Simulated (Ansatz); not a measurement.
Ansatz (a program for electronic structure) input:

Ansatz 0.2 input:
```yaml
crystal:
  lattice:
    - [2.7047623543, 0.0, 0.0]
    - [-1.3523811771, 2.34239291, 0.0]
    - [0.0, 0.0, 4.2660921944]
  atoms:
    - { symbol: Ru, position: [0.6666666667, 0.3333333333, 0.75] }
    - { symbol: Ru, position: [0.3333333333, 0.6666666667, 0.25] }
kpoints:
  mp_grid: { grid: [13, 13, 7] }
  band_path:
    path:
      - [[0.0, 0.0, 0.0], [0.5, 0.0, 0.0], [0.3333333333, 0.3333333333, 0.0], [0.0, 0.0, 0.0], [0.0, 0.0, 0.5], [0.5, 0.0, 0.5], [0.3333333333, 0.3333333333, 0.5], [0.0, 0.0, 0.5]]  # Γ-M-K-Γ-A-L-H-A
      - [[0.5, 0.0, 0.5], [0.5, 0.0, 0.0]]  # L-M
      - [[0.3333333333, 0.3333333333, 0.5], [0.3333333333, 0.3333333333, 0.0]]  # H-K
    npoints: 8
hamiltonian:
  xc: r2scan
  pseudopotentials: { azcp: { folder: ./paw }, kind: paw_fr }
magnetization: { noncollinear: true, spin_orbit: true }
scf:
  n_extra_bands: 12
  convergence: { dr2_threshold: 0.0000000001 }
  occupations: { method: gaussian, width: 0.05 }
output: { eigenvalues: true }
```

Output (shortened):

```
Pseudopotentials: kind: paw_fr
Pseudopotential: Ru, paw, valence charge 16
Functional definition: r2SCAN
non-collinear run that drives no moment, with spin-orbit …
Crystal: 2 atoms, lattice volume = 27.028 Å³
Basis set: ecut = 500 eV, 687 PW (Γ), exchange–correlation on 80×80×128 points (64 copies of the dense FFT grid, shifted against one another)
Bands: 44, of which v1, the nominal top of the filled ones, is band 32 counted from 1 (31 counted from 0)
Symmetry: 24 space group operations + 24 with time reversal
k-points: 84 of 1183
Projection manifold: j_resolved (fully-relativistic pseudo-atomic orbitals)
PAW frozen core: Ru, regenerated for the run's functional
Initial density: superposition of atomic densities (chi_scale 0.1, normalization cell)
Initial wavefunctions: pseudopotential atomic-orbital guess
Eigensolver: davidson
Functional: x = r2scan, c = r2scan; τ floored in thin density (d = 2e-4 eV/Å³)
SCF iter   1: F=—  HF=-11769.470513 eV  |F-HF|=—  |Δ(HF+E_count)|=         —  Δρ=1.15e-1  dr2=3.47e0  dr2_τ=2.09e-2  dr2_m=0.00e0 (ungated)  ethr=3.10e-3  |M|=0.00e0 ∫|m|=0.00e0 μB  |m|>n=0.0e0 m-floor=0.0e0 τ_xc=0.0e0  β_m=0.30  ⟨swp⟩=7.5  Hψ=8800  notcnv=0  defer=52
all-band conjugate gradients solve this SCF's bands
preconditioner: auto → none
SCF iter   2: F=—  HF=-11768.492420 eV  |F-HF|=—  |Δ(HF+E_count)|=   9.78e-1  Δρ=4.40e-2  dr2=4.50e-1  dr2_τ=1.78e-2  dr2_m=0.00e0 (ungated)  ethr=3.10e-3  |M|=0.00e0 ∫|m|=0.00e0 μB  |m|>n=0.0e0 m-floor=0.0e0 τ_xc=0.0e0  β_m=0.38  ⟨swp⟩=2.4  Hψ=3570  notcnv=0  defer=440
SCF iter   3: F=—  HF=-11768.507043 eV  |F-HF|=—  |Δ(HF+E_count)|=   1.46e-2  Δρ=1.56e-2  dr2=2.81e-2  dr2_τ=6.51e-4  dr2_m=0.00e0 (ungated)  ethr=1.41e-3  |M|=0.00e0 ∫|m|=0.00e0 μB  |m|>n=0.0e0 m-floor=0.0e0 τ_xc=0.0e0  β_m=0.68  ⟨swp⟩=2.3  Hψ=2794  notcnv=0  defer=440
SCF iter   4: F=—  HF=-11768.517120 eV  |F-HF|=—  |Δ(HF+E_count)|=   1.01e-2  Δρ=6.03e-3  dr2=9.72e-3  dr2_τ=9.56e-5  dr2_m=0.00e0 (ungated)  ethr=8.78e-5  |M|=0.00e0 ∫|m|=0.00e0 μB  |m|>n=0.0e0 m-floor=0.0e0 τ_xc=0.0e0  β_m=0.60  ⟨swp⟩=2.4  Hψ=3196  notcnv=0  defer=440
SCF iter   5: F=—  HF=-11768.514424 eV  |F-HF|=—  |Δ(HF+E_count)|=   2.70e-3  Δρ=1.30e-3  dr2=4.49e-4  dr2_τ=3.10e-6  dr2_m=0.00e0 (ungated)  ethr=3.04e-5  |M|=0.00e0 ∫|m|=0.00e0 μB  |m|>n=0.0e0 m-floor=0.0e0 τ_xc=0.0e0  β_m=0.80  ⟨swp⟩=2.0  Hψ=2522  notcnv=0  defer=440
SCF iter   6: F=—  HF=-11768.514351 eV  |F-HF|=—  |Δ(HF+E_count)|=   7.25e-5  Δρ=2.46e-4  dr2=1.56e-5  dr2_τ=1.28e-7  dr2_m=0.00e0 (ungated)  ethr=1.40e-6  |M|=0.00e0 ∫|m|=0.00e0 μB  |m|>n=0.0e0 m-floor=0.0e0 τ_xc=0.0e0  β_m=0.80  ⟨swp⟩=2.0  Hψ=2309  notcnv=0  defer=440
SCF iter   7: F=—  HF=-11768.514349 eV  |F-HF|=—  |Δ(HF+E_count)|=   2.11e-6  Δρ=4.14e-5  dr2=4.41e-7  dr2_τ=4.99e-9  dr2_m=0.00e0 (ungated)  ethr=4.87e-8  |M|=0.00e0 ∫|m|=0.00e0 μB  |m|>n=0.0e0 m-floor=0.0e0 τ_xc=0.0e0  β_m=0.83  ⟨swp⟩=2.2  Hψ=2429  notcnv=0  defer=440
SCF iter   8: F=—  HF=-11768.514349 eV  |F-HF|=—  |Δ(HF+E_count)|=   1.49e-7  Δρ=2.58e-6  dr2=4.43e-10  dr2_τ=8.22e-11  dr2_m=0.00e0 (ungated)  ethr=1.38e-9  |M|=0.00e0 ∫|m|=0.00e0 μB  |m|>n=0.0e0 m-floor=0.0e0 τ_xc=0.0e0  β_m=0.91  ⟨swp⟩=2.6  Hψ=3067  notcnv=0  defer=440
SCF iter   9: F=-11768.514349 eV  HF=-11768.514349 eV  |F-HF|=3.64e-12  |Δ(HF+E_count)|=   1.25e-9  Δρ=2.48e-7  dr2=6.63e-12  dr2_τ=1.58e-12  dr2_m=0.00e0 (ungated)  ethr=1.00e-12  |M|=0.00e0 ∫|m|=0.00e0 μB  |m|>n=0.0e0 m-floor=0.0e0 τ_xc=0.0e0  ⟨swp⟩=9.4  Hψ=6876  notcnv=0
SCF 1 converged in 9 iterations: F = -11768.514349 eV  dr2 = 6.63e-12
NSCF: frozen V_eff on 75 k-points
SCF converged after 9 iterations
Magnetization: |M| = 0.0000 μB,  M = (+0.0000, +0.0000, +0.0000) μB
Absolute magnetization: 0.0000 μB (∫|m|)
  site 0: m = (+0.0000, +0.0000, +0.0000) μB, |m| = 0.0000 μB  (R = 1.09 Å)
  site 1: m = (+0.0000, +0.0000, +0.0000) μB, |m| = 0.0000 μB  (R = 1.09 Å)
Free energy (F): -11768.514349 eV
Harris-Foulkes:  -11768.514349 eV  (|F-HF|=3.64e-12)
Internal energy: -11768.513074 eV  (E = F + TS)
E sigma→0 (E₀):  -11768.513711 eV
Entropy (-TS):   -0.001275 eV (-0.637 meV/atom)
Fermi energy:    23.392712 eV
--- Per-component energies (eV) ---
  E_band       = -141.402504
  E_kinetic    = 919.297181
  E_local      = -2528.130443  (includes V_loc(G=0)·N_el)
  E_nonlocal   = 825.458926
  E_hartree    = 837.604914
  E_xc         = -326.970813
  E_vxc        = -479.167647  (∫ρ·V_xc dr)
  E_paw        = -7026.185355  (= ΣΔE_a)
  E_vpaw       = -588.859096  (= ΣTr[D̂ρ^β])
  E_aug_tail   = 0.001303  (compensation charges beyond the density's cutoff)
  E_vtau       = 34.787565  (kinetic-family band-sum trace: ∫τ·v_τ [+ j·A + Jᵃ·Aᵃ] dr)
  E_ewald      = -4468.966733
  E_core_change = -0.622055  (= ΣΔE_core)
  E_smearing   = -0.001275  (= −TS)
  E_closure    = 0.000000  (closes the sum)
  Σ components = -11768.514349   (vs F -11768.514349, Δ=0.00e0)
  [band-id]    e_kinetic+e_local+e_nonlocal+2·e_hartree+e_vxc+e_vpaw+e_augmentation_tail+e_vtau = -141.402384   (vs E_band -141.402504, Δ=1.20e-4)
--- Band table (eV; the first three rows and the last of 84) ---
  k-point 0: bands = ["-51.9991", "-51.9991", "-51.7672", "-51.7672", "-23.4432", "-23.4432", "-22.9021", "-22.9021", "-20.3388", "-20.3388", "-19.6863", "-19.6863", "-19.4865", "-19.4865", "-19.4421", "-19.4421", "14.9772", "14.9772", "16.8066", "16.8066", "20.4649", "20.4649", "20.7283", "20.7283", "20.7942", "20.7942", "21.1483", "21.1483", "21.4508", "21.4508", "21.7861", "21.7861", "21.9295", "21.9295", "24.4795", "24.4795", "24.6597", "24.6597", "24.7195", "24.7195", "34.2767", "34.2767", "38.7486", "38.7486"]
  k-point 1: bands = ["-51.9878", "-51.9878", "-51.7789", "-51.7789", "-23.4135", "-23.4135", "-22.9261", "-22.9261", "-20.3002", "-20.3002", "-19.6765", "-19.6765", "-19.4965", "-19.4965", "-19.4926", "-19.4926", "15.2174", "15.2174", "16.8878", "16.8878", "20.3496", "20.3496", "20.5439", "20.5439", "20.7121", "20.7121", "21.0274", "21.0274", "21.3009", "21.3009", "22.1225", "22.1225", "22.2238", "22.2238", "23.9521", "23.9521", "24.5066", "24.5066", "24.6601", "24.6601", "35.2777", "35.2777", "38.3185", "38.3185"]
  k-point 2: bands = ["-51.9561", "-51.9561", "-51.8115", "-51.8115", "-23.3319", "-23.3319", "-22.9948", "-22.9948", "-20.1890", "-20.1890", "-19.6490", "-19.6490", "-19.6305", "-19.6305", "-19.5244", "-19.5244", "15.8747", "15.8747", "17.0750", "17.0750", "20.2145", "20.2145", "20.3403", "20.3403", "20.4878", "20.4878", "20.7318", "20.7318", "20.9621", "20.9621", "22.3720", "22.3720", "22.8087", "22.8087", "22.8803", "22.8803", "24.4444", "24.4444", "24.5609", "24.5609", "37.5186", "37.5186", "37.9210", "37.9210"]
  k-point 83: bands = ["-51.7556", "-51.7556", "-51.7506", "-51.7506", "-23.4609", "-23.4609", "-23.4357", "-23.4357", "-20.4312", "-20.4312", "-20.1851", "-20.1851", "-19.9879", "-19.9879", "-19.7654", "-19.7654", "18.2015", "18.2015", "18.3056", "18.3056", "18.9791", "18.9791", "19.1954", "19.1954", "20.3490", "20.3490", "20.5420", "20.5420", "21.9373", "21.9373", "22.3625", "22.3625", "24.5627", "24.5627", "24.7694", "24.7694", "31.2309", "31.2309", "31.7799", "31.7799", "34.4486", "34.4486", "35.1287", "35.1287"]
  band table: 44 of 44 bands, residual norms ≤ 1.0e-3 eV
```

Cost: about 50 core-seconds (a rough figure) on shared cores.

Space group P6_3/mmc (hcp (Mg type)). The cell was relaxed with r²SCAN under the symmetry of its start. No spin polarisation was allowed. Axis ratios of metals converge slowly with the k-mesh, so a and c are less sure than the volume.

Potentials: the earlier of the program's two PAW sets.

Ansatz is a plane-wave DFT program.
